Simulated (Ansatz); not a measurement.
BP:
```xyz
4
Lattice="3.1795 0.0000 0.0000 -1.5897 2.7535 0.0000 0.0000 0.0000 5.2743" Properties=species:S:1:pos:R:3 pbc="T T T"
B      1.5897     0.9178     2.6395
B      0.0000     1.8357     0.0024
P      1.5897     0.9178     4.6127
P      0.0000     1.8357     1.9755
```

Relaxed with PBEsol. Independent-particle spectrum: no excitons, no local fields, no scissors shift; 0.1 eV broadening; ε₁ of the summed bands alone.

Tabulate the dielectric function from the program Ansatz at the PBEsol level (PAW).



```
E (eV)  ε₁ xx  ε₂ xx  ε₁ zz  ε₂ zz
------  -----  -----  -----  -----
0.0      9.50   0.00   9.98   0.00
0.5      9.56   0.00  10.05   0.00
1.0      9.75   0.00  10.28   0.00
1.5     10.09   0.00  10.68   0.00
2.0     10.62   0.00  11.35   0.00
2.5     11.44   0.00  12.49   0.00
3.0     12.83   0.07  14.32   0.67
3.5     14.51   1.04  16.84   2.50
4.0     16.70   1.68  17.65   5.98
4.5     21.39   2.54  18.71   8.08
5.0     38.88  14.90  24.55  12.07
5.5     11.75  43.50  23.54  37.33
6.0     -5.84  27.95  -8.90  27.95
6.5     -8.89  18.48  -9.85  18.48
7.0     -8.34  12.14  -8.88  11.89
7.5     -6.97   9.20  -7.80   8.49
8.0     -6.24   7.25  -6.50   6.06
8.5     -5.39   6.46  -4.89   5.21
9.0     -5.48   4.86  -3.94   4.86
9.5     -4.70   3.86  -4.33   4.45
10.0    -4.18   3.05  -4.23   3.70
10.5    -3.49   2.60  -3.80   2.90
11.0    -3.18   2.19  -3.55   2.23
11.5    -2.81   2.06  -3.03   1.75
12.0    -2.69   1.73  -2.60   1.52
```

With all bands, ε∞ without local fields is 9.53 (xx = yy), 10.0 (zz). DFPT, with local fields, gives 9.08 (xx = yy), 9.75 (zz).

Space group P6_3mc (wurtzite). The workflow started from a Materials Project entry (that database holds measured and hypothetical structures alike); the Crystallography Open Database copy checked does not list it. It is not the phase usual at ambient conditions (space group No. 216). Symmetry was held in the PBEsol relaxation; whether a distortion lowers the energy is not shown.

Potentials: the earlier of the program's two PAW sets. The files were generated under PBE; for other functionals the program regenerates the frozen cores, and for LDA and PBEsol the local potential too.
